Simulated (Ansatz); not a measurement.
Data:

Sc2B2P:
```cif
data_B2PSc2
_chemical_formula_sum 'Sc2 P1 B2'
_space_group_name_H-M_alt 'P-6m2'
_space_group_IT_number 187
_space_group_name_Hall 'P -6 2'
_cell_length_a 3.23002
_cell_length_b 3.23002
_cell_length_c 7.23861
_cell_angle_alpha 90.000
_cell_angle_beta 90.000
_cell_angle_gamma 120.000
loop_
_atom_site_label
_atom_site_type_symbol
_atom_site_symmetry_multiplicity
_atom_site_Wyckoff_symbol
_atom_site_fract_x
_atom_site_fract_y
_atom_site_fract_z
_atom_site_occupancy
Sc1 Sc 2 h 0.33333 0.66667 0.26211 1
P1 P 1 a 0.00000 0.00000 0.00000 1
B1 B 1 b 0.00000 0.00000 0.50000 1
B2 B 1 f 0.66667 0.33333 0.50000 1
```

This is the PBE-relaxed structure.

### Question
All from PBE in the plane-wave PAW code Ansatz, unless another level is named. Predict the electronic character.

### Answer
metallic (no gap).

### Question
Predict the density of states at the Fermi level.

### Answer
0.46 states/eV per atom (mean over ±0.08 eV).

### Question
Give the formation energy from the elements (no fitted shifts).

### Answer
-0.87 eV/atom.

The start of the workflow was typed in or built on a structure type; neither database checked (COD, Materials Project) lists it. Whether it is the stable phase at ambient conditions was not checked. The cell was relaxed with PBE under the symmetry of its start; its stability against distortions is not shown here. The run is not spin-polarised. The references are the lowest solids computed at this level, not always the standard phases.

Potentials: the earlier of the program's two PAW sets.
